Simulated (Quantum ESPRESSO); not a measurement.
## Au4Re4 (one run as intended and one with a planted mistake)

Simulated, not a measurement. The program is pw.x of Quantum ESPRESSO 7.5 (plane-wave density functional theory). The cell is made up: eight metal atoms on a hexagonal close-packed lattice, with elements, volume, strain and displacements drawn at random and not relaxed, so it may be unstable or far from any real phase. PseudoDojo standard norm-conserving files set the functional (PBE unless stated); there is no spin polarisation or spin-orbit coupling, the Fermi-Dirac width of 0.25 eV means electrons at about 2900 K, and the masses in the input are unused placeholders. Heavy elements are run without spin-orbit coupling, which real alloys of them have. A spin test at this wide smearing found no moment, but such smearing suppresses magnetism that the real alloy may have.

Intended input:

```
&control calculation='scf', pseudo_dir='./dojo.nc.sr.pbe.v0_5.standard.upf', outdir='./o', disk_io='minimal', tprnfor=.true., tstress=.true. /
&system ibrav=0, nat=8, ntyp=2, nbnd=81, ecutwfc=75.99759826, nosym=.true., tot_charge=0,
 occupations='smearing', smearing='fd', degauss=0.0183746611
/
&electrons conv_thr=1.470e-08, electron_maxstep=70, mixing_beta=0.5 /
ATOMIC_SPECIES
Au 1.0 Au.upf
Re 1.0 Re.upf
CELL_PARAMETERS angstrom
0.077 5.1361 -0.0142
2.8801 0.0314 4.5679
2.8878 0.0574 -4.5728
ATOMIC_POSITIONS angstrom
Au 0.0228 -0.0625 -0.0547
Au 2.8503 0.0337 -0.0081
Re 2.8739 1.783 -2.2807
Au 2.968 1.7508 2.3039
Au 1.5097 2.601 -0.0287
Re 4.3262 2.6367 -0.077
Re 1.5579 4.2738 -2.2862
Re 1.5428 4.3757 2.2799
K_POINTS automatic
5 5 5 1 1 1
```

The log is shortened where brackets say so; the opening notice, blank lines, dates and the lines on written files are dropped, and the path of the files is cut. It prints rydbergs, bohrs and kilobars, and counts compression as positive stress. Its total energy is the free energy E - TS of the whole cell.

Log of the intended run:

```
     Program PWSCF v.7.5
     Parallel version (MPI & OpenMP), running on       4 processor cores
     Number of MPI processes:                 4
     Threads/MPI process:                     1
     [start-up lines left out]
     bravais-lattice index     =            0
     lattice parameter (alat)  =       9.7070  a.u.
     unit-cell volume          =     913.4679 (a.u.)^3
     number of atoms/cell      =            8
     number of atomic types    =            2
     number of electrons       =       136.00
     number of Kohn-Sham states=           81
     kinetic-energy cutoff     =      75.9976  Ry
     charge density cutoff     =     303.9904  Ry
     scf convergence threshold =      1.5E-08
     mixing beta               =       0.5000
     number of iterations used =            8  plain     mixing
     Exchange-correlation= PBE
                           (   1   4   3   4   0   0   0)
     [axes and pseudopotential details left out]
   Cartesian axes
     site n.     atom                  positions (alat units)
         1        Au     tau(   1) = (   0.0044387  -0.0121674  -0.0106489  )
         2        Au     tau(   2) = (   0.5548897   0.0065606  -0.0015769  )
         3        Re     tau(   3) = (   0.5594841   0.3471102  -0.4440013  )
         4        Au     tau(   4) = (   0.5778032   0.3408416   0.4485178  )
         5        Au     tau(   5) = (   0.2939048   0.5063565  -0.0055872  )
         6        Re     tau(   6) = (   0.8422144   0.5133065  -0.0149902  )
         7        Re     tau(   7) = (   0.3032883   0.8320133  -0.4450720  )
         8        Re     tau(   8) = (   0.3003487   0.8518509   0.4438455  )
     number of k points=    63  Fermi-Dirac smearing, width (Ry)=  0.0184
                       cart. coord. in units 2pi/alat
        k(    1) = (   0.1766146   0.0973650   0.0004257), wk =   0.0320000
        k(    2) = (   0.3546784   0.0943851  -0.1118245), wk =   0.0320000
     [further k points left out]
     Dense  grid:    81779 G-vectors     FFT dimensions: (  54,  60,  60)
     Estimated max dynamical RAM per process >     358.87 MB
     Estimated total dynamical RAM >       1.34 GB
     Initial potential from superposition of free atoms
     starting charge     135.9983, renormalised to     136.0000
     Starting wfcs are   80 randomized atomic wfcs +    1 random wfcs
     total cpu time spent up to now is        5.2 secs
     per-process dynamical memory:   292.1 Mb
     Self-consistent Calculation
     iteration #  1     ecut=    76.00 Ry     beta= 0.50
     Davidson diagonalization with overlap
     ethr =  1.00E-02,  avg # of iterations =  3.0
     total cpu time spent up to now is       20.2 secs
     total energy              =   -1877.76820271 Ry
     estimated scf accuracy    <       3.41853428 Ry
     iteration #  2     ecut=    76.00 Ry     beta= 0.50
     Davidson diagonalization with overlap
     ethr =  2.51E-03,  avg # of iterations =  2.6
     total cpu time spent up to now is       35.5 secs
     total energy              =   -1878.71591644 Ry
     estimated scf accuracy    <       8.42922357 Ry
     [iterations 3 to 14 left out]
     iteration # 15     ecut=    76.00 Ry     beta= 0.50
     Davidson diagonalization with overlap
     ethr =  7.04E-11,  avg # of iterations =  2.0
     total cpu time spent up to now is      213.1 secs
     total energy              =   -1879.63139993 Ry
     estimated scf accuracy    <       0.00000011 Ry
     iteration # 16     ecut=    76.00 Ry     beta= 0.50
     Davidson diagonalization with overlap
     ethr =  7.04E-11,  avg # of iterations =  1.0
     total cpu time spent up to now is      225.0 secs
     End of self-consistent calculation
     [lines on levels left out]
!    total energy              =   -1879.63139993 Ry
     estimated scf accuracy    <          5.5E-09 Ry
     smearing contrib. (-TS)   =      -0.10933269 Ry
     internal energy E=F+TS    =   -1879.52206725 Ry
     The total energy is F=E-TS. E is the sum of the following terms:
     one-electron contribution =    -454.69227748 Ry
     hartree contribution      =     304.12682884 Ry
     xc contribution           =    -346.21144638 Ry
     ewald contribution        =   -1382.74517224 Ry
     convergence has been achieved in  16 iterations
     Forces acting on atoms (cartesian axes, Ry/au):
     atom    1 type  1   force =    -0.03102968    0.01072321    0.04294362
     atom    2 type  1   force =     0.03643188    0.00262995   -0.00623421
     atom    3 type  2   force =     0.03058955   -0.00294558   -0.01778151
     atom    4 type  1   force =    -0.01670066    0.00362406   -0.01763948
     atom    5 type  1   force =    -0.01319091    0.00205167    0.02807940
     atom    6 type  2   force =     0.00727986    0.04392624    0.00198399
     atom    7 type  2   force =     0.01666063   -0.02094969   -0.05531359
     atom    8 type  2   force =    -0.03004067   -0.03905986    0.02396177
     Total force =     0.126057     Total SCF correction =     0.000302
     Computing stress (Cartesian axis) and pressure
          total   stress  (Ry/bohr**3)                   (kbar)     P=      -98.84
  -0.00062235  -0.00004537  -0.00006777          -91.55       -6.67       -9.97
  -0.00004537  -0.00104131   0.00004395           -6.67     -153.18        6.46
  -0.00006777   0.00004395  -0.00035195           -9.97        6.46      -51.77
     init_run     :      4.94s CPU      5.16s WALL (       1 calls)
     electrons    :    215.10s CPU    219.77s WALL (       1 calls)
     forces       :      2.68s CPU      2.69s WALL (       1 calls)
     stress       :      8.64s CPU      8.86s WALL (       1 calls)
     [timing details left out]
     PWSCF        :   3m51.43s CPU   3m56.58s WALL
     JOB DONE.
```

A second run has one planted mistake: the cell and the positions are scaled by a wrong factor. The input lines that differ:

```
- 0.077 5.1361 -0.0142
- 2.8801 0.0314 4.5679
- 2.8878 0.0574 -4.5728
+ 0.0762 5.0837 -0.0141
+ 2.8507 0.0311 4.5213
+ 2.8583 0.0568 -4.5262
- Au 0.0228 -0.0625 -0.0547
- Au 2.8503 0.0337 -0.0081
- Re 2.8739 1.783 -2.2807
- Au 2.968 1.7508 2.3039
- Au 1.5097 2.601 -0.0287
- Re 4.3262 2.6367 -0.077
- Re 1.5579 4.2738 -2.2862
- Re 1.5428 4.3757 2.2799
+ Au 0.0226 -0.0619 -0.0541
+ Au 2.8212 0.0334 -0.008
+ Re 2.8446 1.7648 -2.2574
+ Au 2.9377 1.7329 2.2804
+ Au 1.4943 2.5745 -0.0284
+ Re 4.2821 2.6098 -0.0762
+ Re 1.542 4.2302 -2.2629
+ Re 1.5271 4.3311 2.2566
```

Its log:

```
     Program PWSCF v.7.5
     Parallel version (MPI & OpenMP), running on       4 processor cores
     Number of MPI processes:                 4
     Threads/MPI process:                     1
     [start-up lines left out]
     bravais-lattice index     =            0
     lattice parameter (alat)  =       9.6079  a.u.
     unit-cell volume          =     885.7909 (a.u.)^3
     number of atoms/cell      =            8
     number of atomic types    =            2
     number of electrons       =       136.00
     number of Kohn-Sham states=           81
     kinetic-energy cutoff     =      75.9976  Ry
     charge density cutoff     =     303.9904  Ry
     scf convergence threshold =      1.5E-08
     mixing beta               =       0.5000
     number of iterations used =            8  plain     mixing
     Exchange-correlation= PBE
                           (   1   4   3   4   0   0   0)
     [axes and pseudopotential details left out]
   Cartesian axes
     site n.     atom                  positions (alat units)
         1        Au     tau(   1) = (   0.0044451  -0.0121748  -0.0106406  )
         2        Au     tau(   2) = (   0.5548857   0.0065693  -0.0015735  )
         3        Re     tau(   3) = (   0.5594881   0.3471084  -0.4439951  )
         4        Au     tau(   4) = (   0.5777994   0.3408342   0.4485188  )
         5        Au     tau(   5) = (   0.2939053   0.5063637  -0.0055858  )
         6        Re     tau(   6) = (   0.8422217   0.5133066  -0.0149873  )
         7        Re     tau(   7) = (   0.3032871   0.8320138  -0.4450768  )
         8        Re     tau(   8) = (   0.3003566   0.8518593   0.4438377  )
     number of k points=    63  Fermi-Dirac smearing, width (Ry)=  0.0184
                       cart. coord. in units 2pi/alat
        k(    1) = (   0.1766162   0.0973655   0.0004249), wk =   0.0320000
        k(    2) = (   0.3546807   0.0943851  -0.1118250), wk =   0.0320000
     [further k points left out]
     Dense  grid:    79293 G-vectors     FFT dimensions: (  54,  60,  60)
     Estimated max dynamical RAM per process >     348.63 MB
     Estimated total dynamical RAM >       1.31 GB
     Initial potential from superposition of free atoms
     starting charge     135.9983, renormalised to     136.0000
     Starting wfcs are   80 randomized atomic wfcs +    1 random wfcs
     total cpu time spent up to now is        5.0 secs
     per-process dynamical memory:   290.9 Mb
     Self-consistent Calculation
     iteration #  1     ecut=    76.00 Ry     beta= 0.50
     Davidson diagonalization with overlap
     ethr =  1.00E-02,  avg # of iterations =  3.0
     total cpu time spent up to now is       19.3 secs
     total energy              =   -1877.70012564 Ry
     estimated scf accuracy    <       3.56634780 Ry
     iteration #  2     ecut=    76.00 Ry     beta= 0.50
     Davidson diagonalization with overlap
     ethr =  2.62E-03,  avg # of iterations =  2.6
     total cpu time spent up to now is       35.1 secs
     total energy              =   -1878.71613852 Ry
     estimated scf accuracy    <       8.50029923 Ry
     [iterations 3 to 14 left out]
     iteration # 15     ecut=    76.00 Ry     beta= 0.50
     Davidson diagonalization with overlap
     ethr =  5.17E-11,  avg # of iterations =  2.0
     total cpu time spent up to now is      229.2 secs
     total energy              =   -1879.64398454 Ry
     estimated scf accuracy    <       0.00000008 Ry
     iteration # 16     ecut=    76.00 Ry     beta= 0.50
     Davidson diagonalization with overlap
     ethr =  5.17E-11,  avg # of iterations =  1.0
     total cpu time spent up to now is      242.2 secs
     End of self-consistent calculation
     [lines on levels left out]
!    total energy              =   -1879.64398454 Ry
     estimated scf accuracy    <          2.3E-09 Ry
     smearing contrib. (-TS)   =      -0.10465585 Ry
     internal energy E=F+TS    =   -1879.53932869 Ry
     The total energy is F=E-TS. E is the sum of the following terms:
     one-electron contribution =    -433.33459979 Ry
     hartree contribution      =     297.26742397 Ry
     xc contribution           =    -346.47344410 Ry
     ewald contribution        =   -1396.99870876 Ry
     convergence has been achieved in  16 iterations
     Forces acting on atoms (cartesian axes, Ry/au):
     atom    1 type  1   force =    -0.03372378    0.01409577    0.04815082
     atom    2 type  1   force =     0.03950257    0.00483373   -0.00556684
     atom    3 type  2   force =     0.03471933   -0.00583072   -0.02249678
     atom    4 type  1   force =    -0.01921461    0.00366015   -0.02028064
     atom    5 type  1   force =    -0.01606191    0.00082284    0.03286977
     atom    6 type  2   force =     0.00960768    0.04468521    0.00468474
     atom    7 type  2   force =     0.01632055   -0.01960700   -0.05979633
     atom    8 type  2   force =    -0.03114983   -0.04265999    0.02243525
     Total force =     0.137036     Total SCF correction =     0.000248
     Computing stress (Cartesian axis) and pressure
          total   stress  (Ry/bohr**3)                   (kbar)     P=      -33.47
  -0.00017105  -0.00005827  -0.00006128          -25.16       -8.57       -9.02
  -0.00005827  -0.00065406   0.00005032           -8.57      -96.22        7.40
  -0.00006128   0.00005032   0.00014254           -9.02        7.40       20.97
     init_run     :      4.71s CPU      4.90s WALL (       1 calls)
     electrons    :    232.64s CPU    237.24s WALL (       1 calls)
     forces       :      2.47s CPU      2.47s WALL (       1 calls)
     stress       :      8.45s CPU      8.45s WALL (       1 calls)
     [timing details left out]
     PWSCF        :   4m 8.36s CPU   4m13.23s WALL
     JOB DONE.
```

```
                                            intended run  run with the mistake
                          free energy (eV)    -25573.688            -25573.859
         entropy term -TS, part of it (eV)        -1.488                -1.424
                            pressure (GPa)         -9.88                 -3.35
size of the largest force component (eV/Å)         1.422                 1.537
largest change of a force component (eV/Å)                               0.134
                                iterations            16                    16
```

For scale, a rerun of the intended cell at a higher cutoff and on a denser mesh moved values by no more than 0.005 eV in energy, 0.04 GPa in stress and 0.017 eV/Å in force, and a second program with other atomic files agreed on that cell to 2 % rms in force and 0.5 GPa in pressure.